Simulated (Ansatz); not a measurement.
## Structures of MoS$_{2}$: which is lowest?

Plane-wave DFT in Ansatz with scalar-relativistic PAW potentials, cutoff 420 eV, Γ-centred meshes chosen by cell and gap, Gaussian smearing with energies taken to zero width. Every cell was relaxed (cell and atoms) in a run of its own, within the symmetry of its start. Functional: PBEsol.

Relaxed structures (starts from databases or built by putting these elements on another compound's sites):
A. P-6m2, 3 atoms in the computed cell, a = 3.142 Å, c = 17.337 Å; sites (symmetry × multiplicity) Mo -6m2 × 1, S 3m. × 2; start: database
B. P-3m1, 3 atoms in the computed cell, a = 3.141 Å, c = 6.125 Å; sites (symmetry × multiplicity) Mo -3m. × 1, S 3m. × 2; start: database
C. R-3m, 3 atoms in the computed cell, a = 3.120 Å, c = 18.258 Å; sites (symmetry × multiplicity) Mo -3m × 3, S 3m × 6; start: database
D. P6_3/mmc, 6 atoms in the computed cell, a = 3.141 Å, c = 12.585 Å; sites (symmetry × multiplicity) Mo -6m2 × 2, S 3m. × 4; start: database
E. P-3m1, 6 atoms in the computed cell, a = 3.141 Å, c = 21.568 Å; sites (symmetry × multiplicity) Mo 3m. × 2, S 3m. × 2 + 3m. × 2; start: database

Question: Rank them by energy. Could pressure change the order?

Answer:
```tsv
structure	group	E − E(lowest) (meV/atom)	V (Å³/atom)	gap on mesh (eV)
D	P6_3/mmc	0.0	17.93	0.98
E	P-3m1	4.7	30.71	1.38
A	P-6m2	9.4	49.39	1.80
C	R-3m	269	17.11	0.00
B	P-3m1	278	17.45	0.00
```

D is lowest, 5 meV/atom under E. C is denser by 0.82 Å³/atom, so pressure favours it: ΔE/ΔV, with ΔE in eV and 1 eV/Å³ = 160.2 GPa, gives about 53 GPa for equal enthalpy if both cells were rigid; at such pressures compression changes ΔV much, so this is a scale only. Without a dispersion term the weakly bound lowest cell is too large, so ΔV and this pressure are artefacts in part: a slight pressure closes the gap between layers first. Other structures may lie lower than all of these, and vibrations aren't counted.

Each cell of MoS2 holds layers, and where no dispersion correction was added their binding is poorly described.